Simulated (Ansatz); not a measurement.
Cells of CuAu relaxed with r2SCAN (plane waves to 500 eV, PAW, scalar-relativistic; Ansatz, a program for electronic structure), each with a space-group label. One label is wrong.

**A**, labelled R-3m (No. 166)
```xyz
2
Lattice="1.4291 0.8251 4.1990 -1.4291 0.8251 4.1990 0.0000 -1.6502 4.1990" Properties=species:S:1:pos:R:3 pbc="T T T"
Au     0.0000     0.0000     0.0000
Cu     0.0000     0.0000     6.2985
```

**B**, labelled I4₁/amd (No. 141)
```yaml
crystal:
  lattice:
    - [-1.90189, 1.90189, 4.04805]
    - [1.90189, -1.90189, 4.04805]
    - [1.90189, 1.90189, -4.04805]
  atoms:
    - { symbol: Cu, position: [0.00000, 0.00000, 0.00000] }
    - { symbol: Au, position: [0.50000, 0.50000, 0.00000] }
    - { symbol: Au, position: [0.25000, 0.75000, 0.50000] }
    - { symbol: Cu, position: [0.75000, 0.25000, 0.50000] }
```

**C**, labelled Pmmn (No. 59)
```yaml
crystal:
  lattice:
    - [2.86058, 0.00000, 0.00000]
    - [0.00000, 2.86058, 0.00000]
    - [0.00000, 0.00000, 3.55181]
  atoms:
    - { symbol: Cu, position: [0.50000, 0.50000, 0.50000] }
    - { symbol: Au, position: [0.00000, 0.00000, 0.00000] }
```

Q: Which label is wrong, and what should it be (tolerance 0.01 Å)?

A: C: its symmetry is P4/mmm (No. 123), tP2; a = 2.8606 Å, b = 2.8606 Å, c = 3.5518 Å, α = 90.00°, β = 90.00°, γ = 90.00°.

Each run could gain symmetry but not lose that of its start, so entries can be saddle points. From databases, or of a type measured for this composition: P4/mmm, tP2; the others are generated cells (placed on structure types, drawn at random, substituted or restacked) that were not matched to a known phase here.

No spin polarisation in the result.
